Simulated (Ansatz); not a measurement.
Relax this structure to zero stress and force, keeping its symmetry:

```yaml
crystal:
  lattice:
    - [2.07150, 1.19598, 9.54533]
    - [-2.07150, 1.19598, 9.54533]
    - [0.00000, -2.39196, 9.54533]
  atoms:
    - { symbol: Bi, position: [0.40080, 0.40080, 0.40080] }
    - { symbol: Bi, position: [0.59920, 0.59920, 0.59920] }
    - { symbol: Se, position: [0.00000, 0.00000, 0.00000] }
    - { symbol: Se, position: [0.21170, 0.21170, 0.21170] }
    - { symbol: Se, position: [0.78830, 0.78830, 0.78830] }
```

The calculation used Ansatz, DFT r2SCAN, scalar-relativistic, plane waves, PAW.

Plane waves to 500 eV, a k mesh through Γ of 12×12×12 on the computed 5-atom cell and Gaussian smearing (0.02 eV); no spin polarisation.

Problem. What does it relax to?

Solution. The volume rises by 1.84 Å³/atom to 30.22 Å³/atom, and the energy falls by 10.2 meV/atom. Final structure:
```cif
data_structure
_symmetry_space_group_name_H-M 'R-3m:H'
_symmetry_Int_Tables_number 166
_cell_length_a 4.1644
_cell_length_b 4.1644
_cell_length_c 30.1789
_cell_angle_alpha 90.000
_cell_angle_beta 90.000
_cell_angle_gamma 120.000
_cell_volume 453.26
loop_
_atom_site_label
_atom_site_type_symbol
_atom_site_symmetry_multiplicity
_atom_site_Wyckoff_symbol
_atom_site_fract_x
_atom_site_fract_y
_atom_site_fract_z
_atom_site_occupancy
Bi1 Bi 6 c 0.66667 0.33333 0.73104 1
Se1 Se 3 a 0.00000 0.00000 0.00000 1
Se2 Se 6 c 0.33333 0.66667 0.88439 1
```

Spin–orbit coupling is left out, which can shift energies with elements as heavy as these.